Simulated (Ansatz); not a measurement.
MgS (rock salt)

```
MgS
1.0
    0.00000     2.61485     2.61485
    2.61485     0.00000     2.61485
    2.61485     2.61485     0.00000
S Mg
1 1
Cartesian
  0.00000   0.00000   0.00000
  2.61485   2.61485   2.61485
```

A phonon eigenvector at Γ is frozen into this cell: atom i moves by Q times the vector below, so Q is the largest atomic displacement, in Å. The cell is held. It is one choice among 3 degenerate patterns.

```tsv
atom	x	y	z
S1	0.000	0.000	0.758
Mg2	0.000	0.000	-1.000
```

Level of theory: PBE (plane waves to 420 eV, PAW, scalar-relativistic; Ansatz, a first-principles code). k mesh 11×11×11 (Γ-centred), Fermi-Dirac smearing 0.05 eV. MgS was relaxed with its symmetry unable to fall.

At one point of the scan the forces (eV/Å) are:

| atom | Fx | Fy | Fz |
|---|---|---|---|
| S1 | 0.000 | 0.000 | -0.425 |
| Mg2 | 0.000 | 0.000 | 0.425 |

Task: Which point is it?
(A) Q = 0.050 Å
(B) Q = 0.083 Å
(C) Q = 0.017 Å
(D) Q = 0.033 Å

Result: B, Q = 0.083 Å

(A displaced cell: forces are minus the slopes of the energy, force constants its curvatures, and phonons follow from these.)
